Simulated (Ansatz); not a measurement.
A geometry of P away from equilibrium: the start of the relaxation of a relaxed P cell displaced along its unstable phonon at q = (½, ½, 0) of its primitive reciprocal cell (321i cm⁻¹), largest move 0.15 Å. These are r2SCAN (plane waves to 500 eV, PAW, scalar-relativistic; Ansatz, a quantum-chemistry and plane-wave program) values and carry that method's errors. Γ-centred k-mesh 10×10×10 on the run's cell (coarser than for final values), Fermi–Dirac smearing 0.05 eV.

```xyz
4
Lattice="0.0000 5.4295 5.4295 2.7147 2.7147 5.4295 2.7147 2.7147 0.0000" Properties=species:S:1:pos:R:3:forces:R:3 pbc="T T T" free_energy=-3034.265 pressure_GPa=2.7
P      4.0953     4.2203     4.0721   -0.1592    0.2611    0.2124
P      4.0489     6.6387     6.7868    0.1592   -0.2611    0.2124
P      2.5665     2.6915     2.7147   -0.2611    0.1592   -0.2124
P      2.8629     5.4527     5.4295    0.2611   -0.1592   -0.2124
```

Positions in Å, forces in eV/Å, free energy of the cell in eV (comparable only within this code, potentials and settings). Largest force: 0.37 eV/Å, on P1, P2, P3, P4 (atoms numbered as listed); the geometry lies 0.58 eV/atom above the end of its relaxation.

No spin polarisation in the result. Without a van der Waals term the distances between weakly bound units are poorly fixed.

The run could not lose the symmetry of its start: the end is stationary, and may be a saddle point rather than a minimum.

The end of the path is a generated cell of P: the first start was made by placing the elements on the sites of a structure type, and the end was not matched to a known phase here, so it may be hypothetical. Known forms of P include space group No. 64.
